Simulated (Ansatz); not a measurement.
All numbers below come from Ansatz, DFT, PBEsol, plane waves (420 eV) with PAW, scalar-relativistic. The PAW files were generated under PBE, with cores re-solved for the functional.

An element in the bcc structure gives this curve. The cell is scaled uniformly from the relaxed one, with fractional coordinates and shape fixed. Energies are extrapolated to zero smearing, pressures are those at the given smearing. Magnetic state: spin not included.

| V (Å³/atom) | E − E₀ (meV/atom) | P (GPa) |
| --- | --- | --- |
| 5.667 | 73.4 | 34.51 |
| 5.925 | 29.7 | 20.43 |
| 6.183 | 6.4 | 8.96 |
| 6.440 | 0.0 | -0.45 |
| 6.698 | 7.4 | -8.11 |
| 6.955 | 25.9 | -14.29 |
| 7.213 | 53.5 | -19.23 |

Question: Which element is it?
A. iron
B. carbon
C. beryllium
D. boron

Answer: B. Its fit is V₀ = 6.42 Å³/atom, B₀ = 215 GPa, B₀′ = 4.0.
